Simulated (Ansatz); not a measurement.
Relaxed ZrC (rock salt):

```
CELL_PARAMETERS angstrom
      0.00000     2.35572     2.35572
      2.35572     0.00000     2.35572
      2.35572     2.35572     0.00000
ATOMIC_POSITIONS crystal
  Zr 0.00000 0.00000 0.00000
  C  0.50000 0.50000 0.50000
```

In this cell atom 1 (Zr, nearest neighbour C at 2.356 Å; its periodic images, 3.3 Å or more away, move with it) is moved by s along Cartesian [111], unit vector (0.577, 0.577, 0.577); all other atoms and the cell stay fixed.

Level of theory: r2SCAN (plane waves to 500 eV, PAW, scalar-relativistic; Ansatz, a quantum-chemistry and plane-wave program). k mesh 14×14×14 (Γ-centred), Fermi-Dirac smearing 0.05 eV. E stands for the smeared free energy. With partly filled bands, energies and forces of such displacements shift with the k mesh and the smearing. ZrC is run without spin polarisation. ZrC was relaxed with its symmetry unable to fall. The zero of ΔE is the undisplaced structure.

Successive frames, forces in eV/Å:

| frame | ΔE (meV/cell) | F on Zr1 | F on C2 |
|---|---|---|---|
| s = -0.240 Å | 163 | (0.777, 0.777, 0.777) | (-0.777, -0.777, -0.777) |
| s = -0.192 Å | 106 | (0.606, 0.606, 0.606) | (-0.606, -0.606, -0.606) |
| s = -0.144 Å | 62 | (0.464, 0.464, 0.464) | (-0.464, -0.464, -0.464) |
| s = -0.096 Å | 28 | (0.333, 0.333, 0.333) | (-0.333, -0.333, -0.333) |

Problem. What are the energy and the forces in the next frame, s = -0.048 Å?

Solution. ΔE (meV/cell) = 7.

| atom | Fx | Fy | Fz |
|---|---|---|---|
| Zr1 | 0.172 | 0.172 | 0.172 |
| C2 | -0.172 | -0.172 | -0.172 |

(For displaced atoms, the force is minus the slope of the energy, and its curvature is a force constant, which sets phonon frequencies.)
